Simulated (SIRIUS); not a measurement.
SIRIUS run on InAs (F-43m, 8 atoms in the cell; from Materials Project mp-20305): self-consistent single point.

Level of theory: PBE, SSSP 1.1.2 precision PBE pseudopotentials (plane waves; SIRIUS).

```
CELL_PARAMETERS angstrom
      6.10712     0.00000     0.00000
      0.00000     6.10712     0.00000
      0.00000     0.00000     6.10712
ATOMIC_POSITIONS crystal
  In 0.25000 0.25000 0.25000
  In 0.25000 0.75000 0.75000
  In 0.75000 0.25000 0.75000
  In 0.75000 0.75000 0.25000
  As 0.00000 0.00000 0.00000
  As 0.00000 0.50000 0.50000
  As 0.50000 0.00000 0.50000
  As 0.50000 0.50000 0.00000
```

Reference input (self-consistent single point, DFT, PBE, plane waves, SSSP 1.1.2 precision PBE pseudopotentials): parameters.ngridk = 3 3 3; parameters.xc_functionals = [XC_GGA_X_PBE, XC_GGA_C_PBE]; parameters.gk_cutoff = 9.487 1/bohr; parameters.pw_cutoff = 30 1/bohr; parameters.smearing = fermi_dirac; parameters.smearing_width = 0.00367493 Ha; potentials = SSSP 1.1.2 precision PBE pseudopotentials; parameters.electronic_structure_method = pseudopotential; parameters.num_bands = 43; parameters.num_mag_dims = 0; parameters.num_dft_iter = 100; parameters.energy_tol = 1e-07 Ha. This run's input differs from it in these lines:

```diff
@@ -16,3 +16,3 @@
     "pw_cutoff": 30.0,
-    "ngridk": [3, 3, 3],
+    "ngridk": [2, 2, 2],
     "smearing": "fermi_dirac",
```

Output, abridged:

```
[find] density tolerance         : 1e-06
[find] total energy tolerance    : 1e-07
[find] iter_solver_tol (initial) : 0.01
[find] iter_solver_tol (target)  : 1e-13
[find] num_dft_iter              : 100
Charges and magnetic moments
--------------------------------------------------------------------------------
total charge          : 72.000000
[find] | SCF iteration   0 out of 100|
[diagonalize] iterative solver tolerance (occupied, empty): 0.01 0.01
[diagonalize] average number of iterations: 2
[find] Charges and magnetic moments
[find] total charge          : 72.000000
[find] Energy
[find] smearing (-TS)                 :      -0.00204428
   [... lines left out ...]

[find] Charges and magnetic moments
[find] total charge          : 72.000000
[find] Energy
[find] smearing (-TS)                 :      -0.00183124
[find] Total energy                   :    -326.13382338 (Ha),    -652.26764675 (Ry)
[find] Free energy (E-TS)             :    -326.13565462 (Ha),    -652.27130923 (Ry)
[find] band gap (eV)                  :       0.00000000
[find] Efermi                         :       0.23107543
[find] iteration : 32, RMS (target) : 4.6621e-07 (1.0000e-06) , energy difference (target) : -1.0346e-09 (1.0000e-07)
[find] bands are converged : true
[find] iterative solver converged : false
[find] converged after 33 SCF iterations!
[find] Charges and magnetic moments
[find] total charge          : 72.000000
[find] Energy
[find] smearing (-TS)                 :      -0.00183124
[find] Total energy                   :    -326.13382338 (Ha),    -652.26764675 (Ry)
[find] Free energy (E-TS)             :    -326.13565462 (Ha),    -652.27130923 (Ry)
[find] band gap (eV)                  :       0.00000000
[find] Efermi                         :       0.23107543
[ground_state] === stress tensor components [kbar] ===
[ground_state] === stress_total ===
[ground_state]   -30.046779   -0.000000   -0.000000
[ground_state]    -0.000000  -30.046779   -0.000000
[ground_state]    -0.000000   -0.000000  -30.046779
[ground_state] ==== total Forces in Ha/bohr =====
[ground_state] atom:    0, force:       0.0000000      0.0000000     -0.0000000
   [... zero for the other atoms too ...]
```

The run converged in 33 iterations. SIRIUS prints the stress tensor with tension positive. Against the reference run the free energy goes up by 56.3 meV/atom and the pressure goes from 2.31 to 3.00 GPa.

This run is one point of a test of settings, so its values need not be converged; read them against the reference run alone. The structure comes from a collection of computed structures, made at another level of theory; the collection holds predicted forms beside known ones. No clean gap shows at this smearing width and mesh (spacing up to 0.51 Å⁻¹); the mesh is coarse for partly filled bands, so the values carry mesh errors. Semi-local functionals can close small gaps.

Cost on one core: around 3 core-minutes (rough).
